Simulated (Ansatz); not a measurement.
The numbers come from plane-wave PAW DFT (Ansatz): r2SCAN, with U_eff = 4.25 eV on Mn d (all-electron-ortho-atomic projectors), collinear spin, 500 eV, 6×6×6 Γ-centred k points, fermi-dirac occupations (width 0.1 eV). Nothing was relaxed.

Computed maps in the lattice plane spanned by b (left to right, 3.88 Å, 12 points from zero) and c (bottom to top, 3.88 Å, 12 points from zero), 90° apart, at height 0.000 along a. The fields are smooth PAW ones with compensation charges, not the true ones near nuclei.

Valence density. Digits on a logarithmic scale: 0 up to 0.03 e/Å³, each further digit a factor of 1.6, 9 from 1.3 e/Å³ up:
```
999789998799
996568986569
775445654457
986433333468
998532223589
999632123699
998532223589
986433333468
775445654457
996568986569
999789998799
999799999799
```

Spin density. Ten even steps from '0' (-8.07 e/Å³) to '9' (0.58 e/Å³):
```
468999999986
889999999998
999999999999
999999999999
999999999999
999999999999
999999999999
999999999999
999999999999
889999999998
468999999986
048999999984
```

Problem. The cell is MnPbO3. Which atoms lie within 0.2 Å of this plane, and where (fractions of b and c)?

Solution. Mn at (0.00, 0.00), O at (0.50, 0.00), O at (0.00, 0.50). The whole cell:
```
Mn O Pb
1.0
     3.88257    0.00000    0.00000
     0.00000    3.88257    0.00000
     0.00000    0.00000    3.88257
Mn O Pb
1 3 1
Direct
  0.00000 0.00000 0.00000
  0.50000 0.00000 0.00000
  0.00000 0.50000 0.00000
  0.00000 0.00000 0.50000
  0.50000 0.50000 0.50000
```

Magnetic state (reached from a saved solution, and it need not be the lowest): Mn1 down.

Origin: a known structure type with other elements, at an estimated volume, so it need not be a known compound.
